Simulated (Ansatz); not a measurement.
Values for one crystal, relaxed and computed with plane-wave PAW LDA (Ansatz code); other levels are named.

| Item | Value |
|---|---|
| Volume per atom | 14.03 Å³ |
| Band gap | 2.87 eV (smallest direct gap 2.87 eV) |
| Highest zone-centre frequency (without LO–TO term) | 705 cm⁻¹ |
| Elastic constants (relaxed ions, GPa) | C11 = 200, C12 = 57.4, C44 = 20.0 |
| Valence-band maximum | on the M–Γ line, 92 % of the way from M |
| Poisson's ratio | 0.35 |
| Zero-point energy | 75.7 meV/atom |

Problem. Which compound is it?
A. MgCdTe2, chalcopyrite
B. CsCaH3, cubic perovskite
C. MgO, Pm-3n (Mg on 6c, O on 6d)
D. BaTiO3, R3m (Ba on 3a, Ti on 3a, O on 9b)

Solution. C, MgO, Pm-3n (Mg on 6c, O on 6d)

The workflow started from a Materials Project entry (that database holds measured and hypothetical structures alike); the Crystallography Open Database copy checked does not list it. It is not the phase usual at ambient conditions (space group No. 225). The cell was relaxed with LDA under the symmetry of its start; phonons on a q-mesh show no instability.

Potentials: the later of the program's two PAW sets.
